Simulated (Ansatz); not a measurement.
MgPd3 (Cu3Au type, Pm-3m), PBE (plane waves, PAW; program Ansatz), all energies at zero smearing, with the estimated change up to a 700 eV cutoff added, with one set of potentials and settings (totals compare only within such a set). Cell of 4 atoms (1 Mg, 3 Pd): -22844.251 eV.

| element | reference phase | E (eV/atom) |
|---|---|---|
| Mg | P6_3/mmc, 2 atoms in the cell | -1923.8026 |
| Pd | Fm-3m, 1 atoms in the cell | -6972.8544 |

Formation energy per atom, worked out: (-22844.251 − 1×(-1923.8026) − 3×(-6972.8544))/4 = -0.471 eV/atom (-45 kJ per mol of atoms), at 0 K, without zero-point energy or fitted corrections.

The workflow started from a Materials Project entry (that database holds measured and hypothetical structures alike); the Crystallography Open Database copy checked does not list it. With Mg and Pd taken as one species the cell has the higher symmetry Fm-3m, so it may be an ordered model of a mixed-site phase. Whether it is the stable phase at ambient conditions was not checked. The cell was relaxed with PBE under the symmetry of its start; of distortions, only those at the zone centre were tested. No spin polarisation was allowed. The references are the lowest solids computed at this level, not always the standard phases.

Potentials: the later of the program's two PAW sets.
